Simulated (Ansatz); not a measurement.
Input file for Ansatz (a quantum-chemistry and plane-wave program):

Ansatz 0.2 input:
```yaml
crystal:
  lattice:
    - [-1.5951357311, 1.5951357311, 3.9103287445]
    - [1.5951357311, -1.5951357311, 3.9103287445]
    - [1.5951357311, 1.5951357311, -3.9103287445]
  atoms:
    - { symbol: Mo, position: [0.0, 0.0, 0.0] }
    - { symbol: Si, position: [0.3350609419, 0.3350609419, 0.0] }
    - { symbol: Si, position: [0.6649390581, 0.6649390581, 0.0] }
kpoints:
  mp_grid: { grid: [13, 13, 13] }
  band_path:
    path:
      - [[0.0, 0.0, 0.0], [0.0, 0.0, 0.5], [0.25, 0.25, 0.25], [0.0, 0.5, 0.0], [0.0, 0.0, 0.0], [0.5, 0.5, -0.5], [0.2916014774, 0.7083985226, -0.2916014774]]  # Γ-X-P-N-Γ-M-S
      - [[-0.2916014774, 0.2916014774, 0.2916014774], [0.0, 0.0, 0.0]]  # S_0-Γ
      - [[0.0, 0.0, 0.5], [-0.0832029549, 0.0832029549, 0.5]]  # X-R
      - [[0.5, 0.5, -0.0832029549], [0.5, 0.5, -0.5]]  # G-M
    npoints: 8
basis: { xc_grid: 2 }
hamiltonian:
  xc: pbesol
  pseudopotentials: { kind: paw }
magnetization: { noncollinear: true, spin_orbit: true }
scf:
  n_extra_bands: 12
  convergence: { dr2_threshold: 0.0000000001 }
  occupations: { method: gaussian, width: 0.05 }
output: { eigenvalues: true }
```

Output (shortened):

```
basis.fft_grid_basis auto: the FFT boxes are laid along the combinations [[1, 0, 1], [0, 1, 1], [0, 0, 1]] of the cell's own vectors, 3.190, 3.190 and 4.514 Å …
Pseudopotential: Mo, paw_fr, valence charge 14
Pseudopotential: Si, paw_fr, valence charge 4
Functional definition: PBEsol
non-collinear run that drives no moment, with spin-orbit …
Crystal: 3 atoms, lattice volume = 39.799 Å³
Basis set: ecut = 420 eV, 769 PW (Γ), FFT grids on a1+a3, a2+a3, a3, exchange–correlation on 48×48×64 points (8 copies of the dense FFT grid, shifted against one another)
Bands: 34, of which v1, the nominal top of the filled ones, is band 22 counted from 1 (21 counted from 0)
Symmetry: 16 space group operations + 16 with time reversal
k-points: 196 of 2197
Projection manifold: j_resolved (fully-relativistic pseudo-atomic orbitals)
SCF iter   1: F=—  HF=-6144.672979 eV  |F-HF|=—  |Δ(HF+E_count)|=         —  Δρ=9.31e-2  dr2=5.12e0  dr2_m=0.00e0 (ungated)  ethr=3.10e-3  |M|=0.00e0 ∫|m|=0.00e0 μB  |m|>n=0.0e0 m-floor=0.0e0 τ_xc=0.0e0  β_m=0.30  ⟨swp⟩=5.9  Hψ=18160  notcnv=0  defer=82
preconditioner: auto → none
SCF iter   2: F=—  HF=-6143.604809 eV  |F-HF|=—  |Δ(HF+E_count)|=    1.07e0  Δρ=3.74e-2  dr2=7.33e-1  dr2_m=0.00e0 (ungated)  ethr=3.10e-3  |M|=0.00e0 ∫|m|=0.00e0 μB  |m|>n=0.0e0 m-floor=0.0e0 τ_xc=0.0e0  β_m=0.28  ⟨swp⟩=3.0  Hψ=7409  notcnv=0  defer=1144
preconditioner: auto → Kerker (q_TF=auto, 2.472 Å⁻¹)
spin=Noncollinear: Kerker preconditioning applied to the charge; magnetization (m_x, m_y, m_z) channels mix plain (no charge-response kernel on spin).
SCF iter   3: F=—  HF=-6143.501777 eV  |F-HF|=—  |Δ(HF+E_count)|=   1.03e-1  Δρ=2.82e-2  dr2=2.55e-1  dr2_m=0.00e0 (ungated)  ethr=3.10e-3  |M|=0.00e0 ∫|m|=0.00e0 μB  |m|>n=0.0e0 m-floor=0.0e0 τ_xc=0.0e0  β_m=0.64  ⟨swp⟩=2.2  Hψ=4223  notcnv=0  defer=1134
SCF iter   4: F=—  HF=-6143.417129 eV  |F-HF|=—  |Δ(HF+E_count)|=   8.46e-2  Δρ=4.63e-3  dr2=1.33e-2  dr2_m=0.00e0 (ungated)  ethr=1.16e-3  |M|=0.00e0 ∫|m|=0.00e0 μB  |m|>n=0.0e0 m-floor=0.0e0 τ_xc=0.0e0  β_m=0.67  ⟨swp⟩=2.2  Hψ=4849  notcnv=0  defer=1128
SCF iter   5: F=—  HF=-6143.414191 eV  |F-HF|=—  |Δ(HF+E_count)|=   2.94e-3  Δρ=1.00e-3  dr2=3.45e-4  dr2_m=0.00e0 (ungated)  ethr=6.03e-5  |M|=0.00e0 ∫|m|=0.00e0 μB  |m|>n=0.0e0 m-floor=0.0e0 τ_xc=0.0e0  β_m=0.83  ⟨swp⟩=2.4  Hψ=4847  notcnv=0  defer=1130
SCF iter   6: F=—  HF=-6143.414099 eV  |F-HF|=—  |Δ(HF+E_count)|=   9.19e-5  Δρ=2.10e-4  dr2=2.48e-5  dr2_m=0.00e0 (ungated)  ethr=1.57e-6  |M|=0.00e0 ∫|m|=0.00e0 μB  |m|>n=0.0e0 m-floor=0.0e0 τ_xc=0.0e0  β_m=0.89  ⟨swp⟩=2.3  Hψ=4647  notcnv=0  defer=1126
SCF iter   7: F=—  HF=-6143.414094 eV  |F-HF|=—  |Δ(HF+E_count)|=   4.79e-6  Δρ=2.62e-5  dr2=2.85e-7  dr2_m=0.00e0 (ungated)  ethr=1.13e-7  |M|=0.00e0 ∫|m|=0.00e0 μB  |m|>n=0.0e0 m-floor=0.0e0 τ_xc=0.0e0  β_m=0.93  ⟨swp⟩=2.5  Hψ=4304  notcnv=0  defer=1126
SCF iter   8: F=—  HF=-6143.414094 eV  |F-HF|=—  |Δ(HF+E_count)|=   4.89e-7  Δρ=6.55e-6  dr2=2.02e-8  dr2_m=0.00e0 (ungated)  ethr=1.29e-9  |M|=0.00e0 ∫|m|=0.00e0 μB  |m|>n=0.0e0 m-floor=0.0e0 τ_xc=0.0e0  β_m=0.97  ⟨swp⟩=2.4  Hψ=4673  notcnv=0  defer=1126
SCF iter  10: F=-6143.414094 eV  HF=-6143.414094 eV  |F-HF|=3.64e-12  |Δ(HF+E_count)|=  2.80e-10  Δρ=9.50e-8  dr2=2.27e-12  dr2_m=0.00e0 (ungated)  ethr=1.00e-12  |M|=0.00e0 ∫|m|=0.00e0 μB  |m|>n=0.0e0 m-floor=0.0e0 τ_xc=0.0e0  ⟨swp⟩=9.2  Hψ=13995  notcnv=0
SCF 1 converged in 10 iterations: F = -6143.414094 eV  dr2 = 2.27e-12
NSCF: frozen V_eff on 76 k-points
SCF converged after 10 iterations
Magnetization: |M| = 0.0000 μB,  M = (+0.0000, +0.0000, +0.0000) μB
Absolute magnetization: 0.0000 μB (∫|m|)
  site 0: m = (+0.0000, +0.0000, +0.0000) μB, |m| = 0.0000 μB  (R = 1.07 Å)
  site 1: m = (+0.0000, +0.0000, +0.0000) μB, |m| = 0.0000 μB  (R = 1.06 Å)
  site 2: m = (+0.0000, +0.0000, +0.0000) μB, |m| = 0.0000 μB  (R = 1.06 Å)
Free energy (F): -6143.414094 eV
Harris-Foulkes:  -6143.414094 eV  (|F-HF|=3.64e-12)
Internal energy: -6143.413698 eV  (E = F + TS)
E sigma→0 (E₀):  -6143.413896 eV
Entropy (-TS):   -0.000396 eV (-0.132 meV/atom)
Fermi energy:    16.120463 eV
--- Per-component energies (eV) ---
  E_band       = -44.279954
  E_kinetic    = 532.218247
  E_local      = -1144.009066  (includes V_loc(G=0)·N_el)
  E_nonlocal   = 194.504710
  E_hartree    = 426.148692
  E_xc         = -297.037630
  E_vxc        = -329.130134  (∫ρ·V_xc dr)
  E_paw        = -4142.685453  (= ΣΔE_a)
  E_vpaw       = -150.161103  (= ΣTr[D̂ρ^β])
  E_aug_tail   = 0.000043  (compensation charges beyond the density's cutoff)
  E_ewald      = -1712.826795
  E_core_change = 0.273554  (= ΣΔE_core)
  E_smearing   = -0.000396  (= −TS)
  E_closure    =  0.000000  (closes the sum)
  Σ components = -6143.414094   (vs F -6143.414094, Δ=0.00e0)
  [band-id]    e_kinetic+e_local+e_nonlocal+2·e_hartree+e_vxc+e_vpaw+e_augmentation_tail = -44.279919   (vs E_band -44.279954, Δ=3.45e-5)
--- Band table (eV; the first three rows and the last of 196) ---
  k-point 0: bands = ["-44.5111", "-44.5111", "-20.3633", "-20.3633", "-17.9014", "-17.9014", "-17.8357", "-17.8357", "2.5876", "2.5876", "9.6196", "9.6196", "12.6850", "12.6850", "12.9431", "12.9431", "13.4174", "13.4174", "13.4743", "13.4743", "16.4691", …
  k-point 1: bands = ["-44.5089", "-44.5089", "-20.3702", "-20.3702", "-17.9045", "-17.9045", "-17.8511", "-17.8511", "2.7730", "2.7730", "9.7845", "9.7845", "12.0732", "12.0732", "12.9687", "12.9687", "13.0145", "13.0145", "14.1154", "14.1154", "15.7832", …
  k-point 2: bands = ["-44.5027", "-44.5027", "-20.3892", "-20.3892", "-17.9129", "-17.9129", "-17.8927", "-17.8927", "3.3125", "3.3125", "10.2046", "10.2046", "11.3942", "11.3942", "12.0191", "12.0191", "13.1721", "13.1721", "14.4126", "14.4126", "14.7256", …
  k-point 195: bands = ["-44.5094", "-44.5094", "-20.3741", "-20.3741", "-17.9229", "-17.9229", "-17.8449", "-17.8449", "4.5689", "4.5689", "6.0184", "6.0184", "12.3497", "12.3497", "13.6490", "13.6490", "15.3168", "15.3168", "15.3562", "15.3562", "15.5351", …
```

Cost: about 80 core-seconds (a rough figure) on shared cores.

Space group I4/mmm (MoSi2 or CaC2 type). The PBEsol relaxation kept the symmetry of its start. The run is not spin-polarised.

Potentials: the later of the program's two PAW sets.

Ansatz is a plane-wave DFT program.
